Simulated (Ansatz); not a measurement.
The cell below belongs to a search over invented structures; it isn't taken from experiment.

Input and command of a plane-wave DFT calculation in Ansatz:

```yaml
crystal:
  lattice:
    - [5.5781662137, 0.0, 0.0]
    - [-2.7890831068, 4.8308336476, 0.0]
    - [0.0, 0.0, 7.2755493937]
  atoms:
    - { symbol: Mg, position: [0.0, 0.0, 0.5] }
    - { symbol: Se, position: [0.5, 0.0, 0.5] }
    - { symbol: Se, position: [0.0, 0.5, 0.5] }
    - { symbol: Se, position: [0.5, 0.5, 0.5] }
basis:
  ecutwfc: 420
kpoints:
  mp_grid: { grid: [12, 12, 6] }
hamiltonian:
  xc: pbe
scf:
  occupations: { method: gaussian, width: 0.1 }
output:
  forces: true
  stress: true
  eigenvalues: true
  write_density: true
  write_potential: true
  elf: true
  volumetric_format: npy
relax:
  adjacent_minimum: "off"
  f_tol: 0.01
  max_steps: 80
  cell: { stress_tol: 0.05 }
```

```bash
ansatz run input.yaml --threads 1 --pin off --max-ram 2560MiB --backend cpu --events-out ev --progress --plain --runs-dir out
```

Processor: Intel(R) Xeon(R) Processor @ 2.70GHz, 1 thread, on a host shared with other jobs.

Q: Estimate time, memory and problem size.

A: About 96 s, peak memory 0.7 GiB. It solves 35 bands at 76 k points (after reduction by symmetry) with about 3889 plane waves (on the last cell), in 13 SCF iterations over 2 ionic steps.
